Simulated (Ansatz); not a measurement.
PtSe2 (fluorite or antifluorite type, Fm-3m) under volume change, the program Ansatz at the PBE level (PAW), scaled uniformly.

```tsv
V (Å³/atom)	E − E(relaxed) (meV/atom)	P (GPa)
18.868	(withheld)	(withheld)
19.490	28.3	7.73
20.112	(withheld)	(withheld)
20.734	0.0	0.00
21.356	5.9	-2.96
21.978	22.3	-5.43
22.600	47.6	-7.50
```

Complete the blanks.


- 20.112, E − E(relaxed) (meV/atom): 6.7
- 20.112, P (GPa): 3.53
- 18.868, E − E(relaxed) (meV/atom): 67.7
- 18.868, P (GPa): 12.73

What does a third-order Birch–Murnaghan fit give for V₀, B₀ and B′?

V₀ = 20.73 Å³/atom, B₀ = 107 GPa, B′ = 4.8.

The cell is a constructed one: a structure type filled with these elements; neither database checked (COD, Materials Project) lists it. COD files the formula under space group No. 164, so this cell is another polymorph or a model. Its standing as an ambient phase is unchecked. The PBE relaxation kept the symmetry of its start; its stability against distortions is not shown here. The run is not spin-polarised. Spin–orbit coupling is left out wherever it is not named.

Potentials: the later of the program's two PAW sets.
